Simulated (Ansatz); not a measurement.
TiSi₂:
```cif
data_Si4Ti2
_chemical_formula_sum 'Ti2 Si4'
_space_group_name_H-M_alt 'P 1'
_space_group_IT_number 1
_cell_length_a 5.92629
_cell_length_b 4.88852
_cell_length_c 4.75682
_cell_angle_alpha 75.806
_cell_angle_beta 53.102
_cell_angle_gamma 51.092
loop_
_space_group_symop_operation_xyz
  'x, y, z'
loop_
_atom_site_label
_atom_site_type_symbol
_atom_site_fract_x
_atom_site_fract_y
_atom_site_fract_z
_atom_site_occupancy
Ti1 Ti 0.50000 0.50000 0.50000 1
Ti2 Ti 0.75000 0.75000 0.75000 1
Si1 Si 0.83795 0.16205 0.83795 1
Si2 Si 0.16205 0.83795 0.16205 1
Si3 Si 0.41205 0.08795 0.41205 1
Si4 Si 0.08795 0.41205 0.08795 1
```

Relaxed with r²SCAN.

Decompose the optical modes at the zone centre into irreducible representations, and say which are infrared and Raman allowed.

Point group mmm: Γ_opt = Ag + Au + 3B1g + 2B1u + 2B2g + B2u + 3B3g + 2B3u. Infrared: B1u, B2u, B3u. Raman: Ag, B1g, B2g, B3g.

Assign frequencies (DFPT, DFT-r²SCAN in the program Ansatz with PAW potentials).

B3u 197, B2g 198, B1g 212, B1u 234, Ag 252, B2g 264, B3g 267, B3g 292, B2u 306, Au 313, B1g 341, B3u 380, B3g 390, B1u 410, B1g 438 cm⁻¹.

Subscripts of B labels follow the axes of the standard setting.

Space group Fddd. Symmetry was held in the r²SCAN relaxation; of distortions, only those at the zone centre were tested. The run is not spin-polarised. As this level gives no gap, phonon frequencies hold no LO–TO term and depend on the k-mesh and smearing (Fermi–Dirac, 0.1 eV here).

Potentials: the earlier of the program's two PAW sets.
